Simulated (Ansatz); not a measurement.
Consider the following.

MoW:
```xyz
4
Lattice="1.2927 -5.3058 0.0000 1.2927 5.3058 0.0000 0.0000 0.0000 4.6872" Properties=species:S:1:pos:R:3 pbc="T T T"
W      1.2927    -1.9026     1.1718
Mo     1.2927    -4.5747     1.1718
W      1.2927     1.9026     3.5154
Mo     1.2927     4.5747     3.5154
```

This is the r²SCAN-relaxed structure.

**Question.** All from DFT-r²SCAN in the program Ansatz with PAW potentials, unless another level is named. Give the formation energy from the elements (no fitted shifts).

**Answer.** 0.46 eV/atom.

**Question.** Predict the density of states at the Fermi level.

**Answer.** 0.83 states/eV per atom (mean over ±0.08 eV).

Space group Cmcm. The start of the workflow was typed in or built on a structure type; neither database checked (COD, Materials Project) lists it. Whether it is the stable phase at ambient conditions was not checked. Symmetry was held in the r²SCAN relaxation; its stability against distortions is not shown here. The run is not spin-polarised. Its formation energy is positive at this level, so the cell may be metastable or incomplete. The references are the lowest solids computed at this level, not always the standard phases. Scalar-relativistic: spin–orbit coupling is off unless named, which matters more the heavier the elements.

Potentials: the later of the program's two PAW sets.
